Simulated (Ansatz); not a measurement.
Total density of states per atom from LDA (plane waves, PAW; program Ansatz), in 0.25 eV bins, energy from the Fermi level:

| E (eV) | states/eV/atom |
|---|---|
| -7.85 | 0.78 |
| -7.60 | 0.73 |
| -7.35 | 0.63 |
| -7.10 | 0.69 |
| -6.85 | 1.89 |
| -6.60 | 1.80 |
| -6.35 | 0.98 |
| -6.10 | 0.39 |
| -5.85 | 0.36 |
| -5.60 | 0.60 |
| -5.35 | 0.51 |
| -5.10 | 0.93 |
| -4.85 | 1.01 |
| -4.60 | 1.03 |
| -4.35 | 1.04 |
| -4.10 | 0.63 |
| -3.85 | 0.19 |
| -3.60 | 0.00 |
| -3.35 | 0.00 |
| -3.10 | 0.00 |
| -2.85 | 0.00 |
| -2.60 | 0.00 |
| -2.35 | 0.00 |
| -2.10 | 0.00 |
| -1.85 | 0.00 |
| -1.60 | 0.00 |
| -1.35 | 0.00 |
| -1.10 | 0.00 |
| -0.85 | 0.03 |
| -0.60 | 0.18 |
| -0.35 | 0.25 |
| -0.10 | 0.34 |
| 0.15 | 0.45 |
| 0.40 | 0.66 |
| 0.65 | 1.45 |
| 0.90 | 2.32 |
| 1.15 | 3.82 |

Q: Which compound is it?
A. TiHg, L1₀ or tetragonal B2
B. KZnF3, cubic perovskite
C. LaTiO3, cubic perovskite
D. ZrRh, CsCl type

A: C, LaTiO3, cubic perovskite. Within 0.5 eV of the Fermi level: Ti 3d 51 %, La 4f 22 %, La 5d 19 %, O 2p 5 %. Projections are on Löwdin-orthogonalised atomic valence shells; empty p or d shells of many metals are not among them.

Space group Pm-3m (cubic perovskite). The workflow started from an entry of the Crystallography Open Database (COD), which files this formula under 2 space groups. Its standing as an ambient phase is unchecked. The cell was relaxed with LDA under the symmetry of its start; of distortions, only those at the zone centre were tested. The run is not spin-polarised. Without spin polarisation and U, an open-shell compound can come out a false metal. Scalar-relativistic: spin–orbit coupling is off unless named, which matters more the heavier the elements.

Potentials: the later of the program's two PAW sets.
